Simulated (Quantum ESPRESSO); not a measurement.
pw.x input (Quantum ESPRESSO 7.5; PBEsol, PseudoDojo standard norm-conserving files, scalar-relativistic):

```
&CONTROL
  calculation = 'scf'
  pseudo_dir = './pseudo'
  outdir = './out'
  tprnfor = .true.
  tstress = .true.
/
&SYSTEM
  ibrav = 0
  nat = 6
  ntyp = 3
  ecutwfc = 84.0
  ecutrho = 336.0
  occupations = 'smearing'
  smearing = 'fd'
  degauss = 0.002
  nbnd = 28
  assume_isolated = '2D'
/
&ELECTRONS
  conv_thr = 6e-10
/
ATOMIC_SPECIES
N 14.0070 N.upf
Cl 35.4500 Cl.upf
Ti 47.8670 Ti.upf
CELL_PARAMETERS angstrom
  3.234872881000   0.000000000000   0.000000000000
  0.000000000000   3.921288104000   0.000000000000
  0.000000000000   0.000000000000  19.400000000000
ATOMIC_POSITIONS crystal
N   0.000000000000   0.000000000000  -0.019762829200
N   0.500000000000   0.500000000000   0.019762829200
Cl   0.500000000000   0.500000000000  -0.133217788600
Cl   0.000000000000   0.000000000000   0.133217788600
Ti   0.000000000000   0.500000000000  -0.039285257100
Ti   0.500000000000   0.000000000000   0.039285257100
K_POINTS automatic
8 8 1 0 0 0
```

End of the output:

```
     total energy              =    -344.70788716 Ry
     estimated scf accuracy    <       0.00000005 Ry
     total energy              =    -344.70788717 Ry
     estimated scf accuracy    <          1.2E-09 Ry
     total energy              =    -344.70788717 Ry
     estimated scf accuracy    <          1.0E-09 Ry
[...]
     the Fermi energy is    -6.1466 ev
!    total energy              =    -344.70788717 Ry
     estimated scf accuracy    <          5.9E-10 Ry
     smearing contrib. (-TS)   =      -0.00000006 Ry
     internal energy E=F+TS    =    -344.70788711 Ry
     The total energy is F=E-TS. E is the sum of the following terms:
     one-electron contribution =   -3818.20214120 Ry
     hartree contribution      =    1901.69728162 Ry
     xc contribution           =     -64.40110355 Ry
     ewald contribution        =    1636.19807601 Ry
     convergence has been achieved in  18 iterations
     Forces acting on atoms (cartesian axes, Ry/au):
     atom    1 type  1   force =     0.00000000    0.00000000    0.00018394
     atom    2 type  1   force =     0.00000000    0.00000000   -0.00018394
     atom    3 type  2   force =     0.00000000    0.00000000    0.00026119
     atom    4 type  2   force =     0.00000000    0.00000000   -0.00026119
     atom    5 type  3   force =     0.00000000    0.00000000   -0.00012395
     atom    6 type  3   force =     0.00000000    0.00000000    0.00012395
     Total force =     0.000485     Total SCF correction =     0.000038
```
In a gapped system the printed Fermi energy is only some level inside the gap.

Geometry relaxed with PBEsol.
